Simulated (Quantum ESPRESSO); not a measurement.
pw.x input (Quantum ESPRESSO 7.5; LDA, PseudoDojo standard norm-conserving files, scalar-relativistic):

```
&CONTROL
  calculation = 'scf'
  pseudo_dir = './pseudo'
  outdir = './out'
  tprnfor = .true.
  tstress = .true.
/
&SYSTEM
  ibrav = 0
  nat = 6
  ntyp = 3
  ecutwfc = 84.0
  ecutrho = 336.0
  occupations = 'smearing'
  smearing = 'fd'
  degauss = 0.002
  nbnd = 34
/
&ELECTRONS
  conv_thr = 6e-10
/
ATOMIC_SPECIES
O 15.9990 O.upf
Mg 24.3050 Mg.upf
Zn 65.3800 Zn.upf
CELL_PARAMETERS angstrom
  3.032999978000   0.000000000000   0.000000000000
 -1.516499989000   2.626655031000   0.000000000000
  0.000000000000   0.000000000000   7.403320000000
ATOMIC_POSITIONS crystal
O   0.333333333000   0.666666667000   0.172620000000
O   0.666666667000   0.333333333000   0.827380000000
O   0.000000000000   0.000000000000   0.500000000000
Mg   0.333333333000   0.666666667000   0.665800000000
Mg   0.666666667000   0.333333333000   0.334200000000
Zn   0.000000000000   0.000000000000   0.000000000000
K_POINTS automatic
12 12 4 0 0 0
```

End of the output:

```

[...]
     the Fermi energy is    10.3734 ev
!    total energy              =    -754.56256959 Ry
     estimated scf accuracy    <          8.0E-11 Ry
     smearing contrib. (-TS)   =       0.00000000 Ry
     internal energy E=F+TS    =    -754.56256959 Ry
     The total energy is F=E-TS. E is the sum of the following terms:
     one-electron contribution =    -477.58453710 Ry
     hartree contribution      =     256.86048336 Ry
     xc contribution           =    -100.27051779 Ry
     ewald contribution        =    -433.56799806 Ry
     convergence has been achieved in  11 iterations
     Forces acting on atoms (cartesian axes, Ry/au):
     atom    1 type  1   force =     0.00000000   -0.00000000   -0.00998620
     atom    2 type  1   force =    -0.00000000   -0.00000000    0.00998620
     atom    3 type  1   force =    -0.00000000    0.00000000    0.00000000
     atom    4 type  2   force =    -0.00000000   -0.00000000    0.00052697
     atom    5 type  2   force =     0.00000000    0.00000000   -0.00052697
     atom    6 type  3   force =     0.00000000   -0.00000000    0.00000000
     Total force =     0.014142     Total SCF correction =     0.000003
     Computing stress (Cartesian axis) and pressure
          total   stress  (Ry/bohr**3)                   (kbar)     P=     -121.01
  -0.00081940   0.00000000   0.00000000         -120.54        0.00        0.00
   0.00000000  -0.00081940   0.00000000            0.00     -120.54        0.00
   0.00000000   0.00000000  -0.00082894            0.00        0.00     -121.94
```
In a gapped system the printed Fermi energy is only some level inside the gap.

Geometry of the Materials Project entry, not relaxed at this level.
